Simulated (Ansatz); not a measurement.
Relaxed ZnSe (zinc blende):

```
ZnSe
1.0
    0.00000     5.73301     5.73301
    2.86650     0.00000     2.86650
    2.86650     2.86650     0.00000
Se Zn
2 2
Direct
  0.37500   0.75000   0.75000
  0.87500   0.75000   0.75000
  0.00000   0.00000   0.00000
  0.50000   0.00000   0.00000
```

A phonon eigenvector at L = (0.5, 0.0, 0.0) is frozen into this cell: atom i moves by Q times the vector below, so Q is the largest atomic displacement, in Å. The cell is held. It is one choice among 2 degenerate patterns. (q is in reciprocal vectors of the primitive cell; the cell shown is doubled to hold the pattern.)

| atom | x | y | z |
|---|---|---|---|
| Se1 | -0.247 | 0.450 | -0.697 |
| Se2 | 0.247 | -0.450 | 0.697 |
| Zn3 | 0.285 | -0.520 | 0.805 |
| Zn4 | -0.285 | 0.520 | -0.805 |

Level of theory: PBE (plane waves to 420 eV, PAW, scalar-relativistic; Ansatz, a first-principles code). k mesh 5×10×10 (Γ-centred), Fermi-Dirac smearing 0.05 eV. E stands for the smeared free energy. ZnSe was relaxed with its symmetry unable to fall. ΔE is measured from the undisplaced structure.

```
Q (Å)   ΔE (meV/cell)
------  -------------
-0.180           44.2
-0.150       withheld
-0.120           19.4
-0.090           10.8
-0.060            4.8
-0.030            1.2
0.000             0.0
0.030             1.2
0.060             4.8
0.090            10.8
0.120            19.4
0.150        withheld
0.180            44.2
```

Q: Fit an even polynomial form (powers 2, 4) to the given rows and predict ΔE at Q = 0.150.

A: Least squares on the 11 given rows: ΔE = (1330)·Q² + (1068)·Q⁴, in meV/cell with Q in Å; root-mean-square residual 0.02 meV/cell. At 0.150 the fit gives 30.5 meV/cell; the calculation gives 30.5 meV/cell, the same to the digits shown. The quadratic term alone would give 29.9 meV/cell.

(A displaced cell: forces are minus the slopes of the energy, force constants its curvatures, and phonons follow from these.)
